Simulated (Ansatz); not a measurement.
A plane-wave DFT run in Ansatz 0.2.0 (scalar-relativistic PAW potentials unless the input names others): input and command.

```yaml
crystal:
  lattice:
    - [1.2258626557, 0.7077521343, 3.3190275392]
    - [-1.2258626557, 0.7077521343, 3.3190275392]
    - [0.0, -1.4155042685, 3.3190275392]
  atoms:
    - { symbol: C, position: [0.8333716236, 0.8333716236, 0.8333716236] }
    - { symbol: C, position: [0.1666283764, 0.1666283764, 0.1666283764] }
basis:
  ecutwfc: 500
kpoints:
  mp_grid: { grid: [18, 18, 18] }
hamiltonian:
  xc: r2scan
scf:
  occupations: { method: gaussian, width: 0.02 }
  mixing: { algorithm: anderson, beta: 1.5, ndim: 1, preconditioner: none }
  max_iter: 50
output:
  forces: true
  eigenvalues: true
  stress: true
```

```bash
ansatz run input.yaml --threads 1 --pin off --max-ram 2560MiB --backend cpu --events-out ev --progress --plain --runs-dir out
```

Task: What will the program do with this input?

Result: The program refuses it, because of mixing far too strong (scf.mixing: not typed → {"algorithm": "anderson", "beta": 1.5, "ndim": 1, "preconditioner": "none"}). Without that key it is accepted.

Abridged log:
```
Error: invalid value for `scf.mixing.beta`: must be finite and in (0, 1]; got 1.5
```